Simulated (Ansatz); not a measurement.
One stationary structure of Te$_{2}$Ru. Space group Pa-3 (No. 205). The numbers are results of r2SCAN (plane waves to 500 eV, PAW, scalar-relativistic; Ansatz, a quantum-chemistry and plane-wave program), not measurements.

```cif
data_Ru4Te8
_chemical_formula_sum 'Te8 Ru4'
_space_group_name_H-M_alt 'Pa-3'
_space_group_IT_number 205
_space_group_name_Hall '-P 2ac 2ab 3'
_cell_length_a 6.44165
_cell_length_b 6.44165
_cell_length_c 6.44165
_cell_angle_alpha 90.000
_cell_angle_beta 90.000
_cell_angle_gamma 90.000
loop_
_atom_site_label
_atom_site_type_symbol
_atom_site_symmetry_multiplicity
_atom_site_Wyckoff_symbol
_atom_site_fract_x
_atom_site_fract_y
_atom_site_fract_z
_atom_site_occupancy
Te1 Te 8 c 0.37339 0.37339 0.37339 1
Ru1 Ru 4 a 0.00000 0.00000 0.00000 1
```

* **Volume per atom**: 22.27 Å³
* **Density**: 8.85 g/cm³
* **Band gap**: 0.35 eV, indirect (valence top at k = (0, 0, 0.25), conduction bottom at Γ) (no spin-orbit coupling)
* **Smallest direct gap**: 0.51 eV at Γ
* **Shortest distances**: Ru–Te 2.67 Å; Te–Te 2.83 Å
* **k-mesh**: 4×4×4

Band energies at high-symmetry points (eV from the VBM; labels of this space group; no spin-orbit coupling), from −5 eV up to 5.4 eV:

```tsv
point	energies
Γ	-4.21 -4.21 -4.21 -4.19 -4.19 -4.19 -3.49 -3.49 -3.18 -3.18 -3.15 -3.15 -3.15 -2.58 -1.13 -1.13 -1.13 -0.92 -0.92 -0.92 -0.87 -0.87 -0.73 -0.73 -0.73 -0.43 -0.16 -0.16 -0.16 0.35 1.71 1.71 1.71 3.16 3.16 3.16 4.16 4.16 4.16 5.05 5.05
X	-4.80 -4.80 -3.85 -3.85 -3.61 -3.61 -2.90 -2.90 -2.81 -2.81 -2.59 -2.59 -2.23 -2.23 -1.57 -1.57 -1.13 -1.13 -0.76 -0.76 -0.56 -0.56 -0.45 -0.45 -0.14 -0.14 -0.02 -0.02 1.77 1.77 1.98 1.98 2.84 2.84 3.27 3.27 3.36 3.36 4.41 4.41
M	-4.26 -4.26 -4.26 -4.26 -2.96 -2.96 -2.96 -2.96 -2.43 -2.43 -2.43 -2.43 -2.02 -2.02 -2.02 -2.02 -1.03 -1.03 -1.03 -1.03 -0.44 -0.44 -0.44 -0.44 -0.09 -0.09 -0.09 -0.09 2.05 2.05 2.05 2.05 2.69 2.69 2.69 2.69 3.73 3.73 3.73 3.73
R	-3.74 -3.74 -3.74 -3.74 -3.68 -3.68 -3.68 -3.68 -1.54 -1.54 -1.54 -1.54 -1.49 -1.49 -1.49 -1.49 -1.24 -1.24 -1.24 -1.24 -1.00 -1.00 -1.00 -1.00 -0.71 -0.71 -0.71 -0.71 1.73 1.73 1.73 1.73 3.25 3.25 3.25 3.25 3.56 3.56 3.56 3.56
X1	-4.80 -4.80 -3.85 -3.85 -3.61 -3.61 -2.90 -2.90 -2.81 -2.81 -2.59 -2.59 -2.23 -2.23 -1.57 -1.57 -1.13 -1.13 -0.76 -0.76 -0.56 -0.56 -0.45 -0.45 -0.14 -0.14 -0.02 -0.02 1.77 1.77 1.98 1.98 2.84 2.84 3.27 3.27 3.36 3.36 4.41 4.41
```

The relaxed cell holds bonded Te–Te pairs (2.83 Å). No spin polarisation in the result. Without spin-orbit coupling the bands of the heavy element are not split, so the gap can be far off.

The run could not lose the symmetry of its start.
